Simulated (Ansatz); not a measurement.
A relaxed structure of AgCl. Space group Fm-3m (No. 225), rock salt type. Level of theory: PBEsol (plane waves to 420 eV, PAW, scalar-relativistic; Ansatz, a first-principles code).

```xyz
2
Lattice="0.0000 2.7237 2.7237 2.7237 0.0000 2.7237 2.7237 2.7237 0.0000" Properties=species:S:1:pos:R:3 pbc="T T T"
Cl     0.0000     0.0000     0.0000
Ag     2.7237     2.7237     2.7237
```

What is the computed band gap (PBEsol)?

0.72 eV, indirect (valence top at k = (0, 0, -0.5), conduction bottom at Γ) (no spin-orbit coupling).

What is the computed smallest direct gap (PBEsol)?

3.03 eV at 88 % of the way from K to Γ.

No spin polarisation in the result.

Measured for AgCl: a 5.546 Å (as listed in Subrata Jana, Abhilash Patra, Prasanjit Samal, The Journal of Chemical Physics (2018)). Computed minus measured — a: PBEsol -1.8 %. The computed values are for a static lattice.

The run could not lose the symmetry of its start; a randomly shaken copy of 2 atoms returns to this structure.

All atoms sit on sites fixed by symmetry, so only the cell could relax.
